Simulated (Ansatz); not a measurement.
Ir (fcc, Cu type)

```
CELL_PARAMETERS angstrom
      3.87085     0.00000     0.00000
      0.00000     3.87085     0.00000
      0.00000     0.00000     3.87085
ATOMIC_POSITIONS crystal
  Ir 0.00000 0.00000 0.00000
  Ir 0.50000 0.50000 0.00000
  Ir 0.50000 0.00000 0.50000
  Ir 0.00000 0.50000 0.50000
```

In this cell atom 3 (Ir, nearest neighbour Ir at 2.737 Å; its periodic images, 3.9 Å or more away, move with it) is moved by s along Cartesian x, unit vector (1.000, 0.000, 0.000); all other atoms and the cell stay fixed.

Computed with PBE (plane waves to 420 eV, PAW, scalar-relativistic; Ansatz, a quantum-chemistry and plane-wave program). k mesh 10×10×10 (Γ-centred), Fermi-Dirac smearing 0.05 eV. Energies are smeared free energies. With partly filled bands, energies and forces of such displacements shift with the k mesh and the smearing. Ir is run without spin polarisation. Ir was relaxed with its symmetry unable to fall. Spin-orbit coupling is left out, though Ir is heavy. The zero of ΔE is the undisplaced structure. The last digit holds for this mesh only.

| s (Å) | ΔE (meV/cell) |
|---|---|
| -0.550 | withheld |
| -0.440 | 1408.4 |
| -0.330 | 754.4 |
| -0.220 | 322.9 |
| -0.110 | 79.3 |
| 0.000 | 0.0 |
| 0.110 | 79.3 |
| 0.220 | 322.9 |
| 0.330 | 754.4 |
| 0.440 | 1408.4 |
| 0.550 | withheld |

### Question
Fit an even polynomial form (powers 2, 4, 6) to the given rows and predict ΔE at s = 0.550.

### Answer
Least squares on the 9 given rows: ΔE = (6472)·s² + (4216)·s⁴ + (-362.0)·s⁶, in meV/cell with s in Å; root-mean-square residual 0.20 meV/cell. At 0.550 the fit gives 2333.5 meV/cell; the calculation gives 2330.0 meV/cell, so the extrapolation is off by 3.5 (+0.2 %). The quadratic term alone would give 1957.8 meV/cell.

(A displaced cell: forces are minus the slopes of the energy, force constants its curvatures, and phonons follow from these.)
